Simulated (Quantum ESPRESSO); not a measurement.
Field gradients of SrO from the PAW reconstruction of the field gradient on a scalar-relativistic PBE ground state (a modified build of Quantum ESPRESSO, JTH datasets). The input of pw.x:

```
&CONTROL
  calculation = 'scf'
  prefix = 'x'
  pseudo_dir = './pseudo'
  outdir = './out'
  tprnfor = .true.
/
&SYSTEM
  ibrav = 0
  nat = 2
  ntyp = 2
  ecutwfc = 45
  ecutrho = 180
  occupations = 'fixed'
  nbnd = 12
/
&ELECTRONS
  conv_thr = 1e-11
/
ATOMIC_SPECIES
Sr 87.620 Sr.GGA_PBE-JTH.UPF
O 15.999 O.GGA_PBE-JTH.UPF
CELL_PARAMETERS angstrom
   -0.000000000000     2.570866075000     2.609622850000
    2.570866075000    -0.000000000000     2.609622850000
    2.570866075000     2.570866075000     0.000000000000
ATOMIC_POSITIONS crystal
Sr     0.500000000000     0.500000000000     0.500000000000
O     -0.000000000000     0.000000000000     0.000000000000
K_POINTS automatic
8 8 8 0 0 0
```
The cell was made here from a computed Materials Project entry: strained by +1 % along the cube axis and by -0.5 % across it, atoms relaxed (PBE without dispersion, pw.x of Quantum ESPRESSO, symmetry kept). The parent is SrO in Fm-3m. Stability against distortions was not tested.

Vzz is the sum of three terms, each taken along its main axis: the smooth valence density, the ions (nucleus and frozen core) with the augmentation charges of all other spheres, and the all-electron minus smooth density in the atom's own sphere. The split hangs on the datasets.  Cores are frozen. Against all-electron runs on small test molecules, this scheme's |Vzz| missed by −2 to +6 % on O. Sr had no test against all-electron runs.

| site | smooth valence density | ions and other spheres | own sphere | Vzz (a.u.) |
|---|---|---|---|---|
| Sr (atom 1) | 0.011 | -0.009 | (withheld) | (withheld) |
| O (atom 2) | 0.028 | -0.017 | (withheld) | (withheld) |

Question: Complete the blanks.

Answer: 
- Sr (atom 1), own sphere: 0.149
- Sr (atom 1), Vzz (a.u.): 0.150
- O (atom 2), own sphere: 0.040
- O (atom 2), Vzz (a.u.): 0.051
